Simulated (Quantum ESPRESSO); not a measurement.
Band energies of TlAlF₄

```
CELL_PARAMETERS angstrom
      3.70112     0.00000     0.00000
      0.00000     3.70112     0.00000
      0.00000     0.00000     6.43329
ATOMIC_POSITIONS crystal
  F  0.00000 0.00000 0.72297
  F  0.00000 0.00000 0.27703
  F  0.50000 0.00000 0.00000
  F  0.00000 0.50000 0.00000
  Al 0.00000 0.00000 0.00000
  Tl 0.50000 0.50000 0.50000
```

PBEsol (pw.x of Quantum ESPRESSO, ONCV potentials, with spin-orbit coupling); path ΓXMΓZRAZ,XR,MA; energies in eV from the valence-band maximum.

```
k (1/Å)  point  band 44  band 45  band 46  band 47  band 48  band 49  band 50  band 51
-------  -----  -------  -------  -------  -------  -------  -------  -------  -------
0.00         Γ    -1.60     5.14     5.14     7.95     7.95     8.83     8.83    10.26
0.42              -0.74     5.39     5.39     6.48     6.48     8.96     8.96     9.81
0.85         X    -0.16     3.95     3.95     6.68     6.68     9.93     9.93    10.73
1.27              -0.42     4.45     4.45     6.47     6.47     7.40     7.40    11.06
1.70         M    -0.92     4.52     4.52     5.75     5.75     6.73     6.73    11.82
1.87              -0.78     4.61     4.61     5.86     5.86     6.76     6.76    11.20
2.21              -0.45     5.27     5.27     6.74     6.74     6.83     6.83     9.81
2.56              -0.88     5.42     5.42     7.53     7.53     8.19     8.19     9.13
2.90         Γ    -1.60     5.14     5.14     7.95     7.95     8.83     8.83    10.26
3.39         Z    -0.97     4.25     4.25     8.48     8.48     9.45     9.45    10.24
3.56              -0.97     4.41     4.41     8.15     8.15     9.40     9.40     9.91
3.90              -0.53     5.10     5.10     6.08     6.08     9.61     9.61    10.19
4.24         R     0.00     4.13     4.13     6.53     6.53     9.88     9.88    10.09
4.57              -0.17     4.36     4.36     6.56     6.56     7.91     7.91    10.50
5.08         A    -1.01     4.55     4.55     5.76     5.76     7.01     7.01    11.70
5.38              -0.53     4.80     4.80     6.07     6.07     6.91     6.91    11.03
5.68              -0.63     5.33     5.33     6.66     6.66     7.18     7.18    10.26
5.98              -0.98     4.72     4.72     7.71     7.71     8.93     8.93     9.60
6.28         Z    -0.97     4.25     4.25     8.48     8.48     9.45     9.45    10.24
6.28         X    -0.16     3.95     3.95     6.68     6.68     9.93     9.93    10.73
6.61              -0.03     4.08     4.08     6.56     6.56     9.88     9.88    10.27
6.77         R     0.00     4.13     4.13     6.53     6.53     9.88     9.88    10.09
6.77         M    -0.92     4.52     4.52     5.75     5.75     6.73     6.73    11.82
7.26         A    -1.01     4.55     4.55     5.76     5.76     7.01     7.01    11.70
```

The PBEsol gap is indirect, 3.95 eV, from R to X; the smallest direct gap is 4.10 eV.

Geometry relaxed with PBE+D3(BJ).
